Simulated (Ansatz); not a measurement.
## WO3, first-principles data

WO3:
```
WO3
1.0
    3.79933     0.00000     0.00000
    0.00000     3.79933     0.00000
    0.00000     0.00000     3.79933
W O
1 3
Cartesian
  0.00000   0.00000   0.00000
  0.00000   0.00000   1.89967
  1.89967   0.00000   0.00000
  0.00000   1.89967   0.00000
```

Space group Pm-3m (No. 221), ReO3 type; conventional cell a = b = c = 3.799 Å, α = β = γ = 90.00°.

Method: DFT-PBEsol in the program Ansatz with PAW potentials. Structure relaxed to zero pressure with the same functional. Other levels are named where they apply.

### Cell and energy

```yaml
volume_per_atom: 13.71 Å³
density: 7.02 g/cm³
Formation energy from the elements (no fitted shifts): -2.13 eV/atom
```

### Electronic structure

```yaml
band_gap: 0.58 eV (indirect)
valence_band_maximum: at R
conduction_band_minimum: at Γ
smallest_direct_gap_on_the_standard_path: 1.62 eV
Electron effective mass, band 1 of 3 at the edge: 19 along [100], 0.35 along [110], 0.26 along [111] (mₑ)
Electron effective mass, band 2 of 3 at the edge: 0.15 along [100], 0.27 along [110], 0.22 along [111] (mₑ)
Electron effective mass, band 3 of 3 at the edge: 0.15 along [100], 0.15 along [110], 0.22 along [111] (mₑ)
Electron effective mass with spin–orbit coupling, band 1 of 2 at the edge: 0.42 along [100], 0.28 along [110], 0.23 along [111] (mₑ)
Electron effective mass with spin–orbit coupling, band 2 of 2 at the edge: 0.14 along [100], 0.17 along [110], 0.19 along [111] (mₑ)
HSE06 gap on the PBEsol cell: 1.70 eV
Gap with spin–orbit coupling: 0.39 eV
```

### Mechanics

```yaml
Bulk modulus (Birch–Murnaghan fit): 247 GPa
Pressure derivative B′: 4.5
Elastic constants (relaxed ions, GPa): C11 = 650, C12 = 46.0, C44 = 69.9
mechanical_stability: stable (all eigenvalues of C positive)
hill_bulk_and_shear_moduli: 247 and 132 GPa
Young's modulus: 336 GPa
Poisson's ratio: 0.27
debye_temperature_from_the_elastic_constants: 600 K
```

### Dielectric response

```yaml
Electronic dielectric constant ε∞ (DFPT): 9.25
Born charges (a third of the trace): W +13.23, O -4.41 e
```

### Charges

```yaml
bader_charges: W +3.08, O -1.03 e
```

The workflow started from a Materials Project entry (that database holds measured and hypothetical structures alike); the Crystallography Open Database copy checked does not list it. COD files the formula under space group No. 2, 14, 62, 129, 130, 191. Whether it is the stable phase at ambient conditions was not checked. The cell was relaxed with PBEsol under the symmetry of its start; whether a distortion lowers the energy is not shown. No spin polarisation was allowed. No Hubbard U is applied. The references are the lowest solids computed at this level, not always the standard phases (solids in place of the gases). Scalar-relativistic: spin–orbit coupling is off unless named, which matters more the heavier the elements.

Potentials: the later of the program's two PAW sets.
